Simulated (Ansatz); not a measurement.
MoP (CsCl type), relaxed with PBE (Ansatz, a first-principles code, plane waves, PAW): a = b = c = 3.0028 Å, α = β = γ = 90.00°.

```
Property              Value
--------------------  -----
ΔH_f (eV/atom)        -0.37
B₀ by P(V) fit (GPa)    234
```

Q: The same phase is relaxed and computed with PBEsol in the same code. What are the cell and these values now?

A: a = b = c = 2.9742 Å, α = β = γ = 90.00°.

- ΔH_f (eV/atom): -0.48
- B₀ by P(V) fit (GPa): 255

Constructed cells (a structure type filled with these elements, in neither database checked): MoP, CsCl type. All cells were relaxed under the symmetry of their starts (and spin orders); stability against distortions was not tested throughout. Rows with no word on spin ran without spin polarisation. Spin–orbit coupling is left out wherever it is not named.

Potentials: the later of the program's two PAW sets.

Ansatz is a plane-wave DFT program.

Formation energies count from the lowest solids of the elements computed at the same level, not from gases.
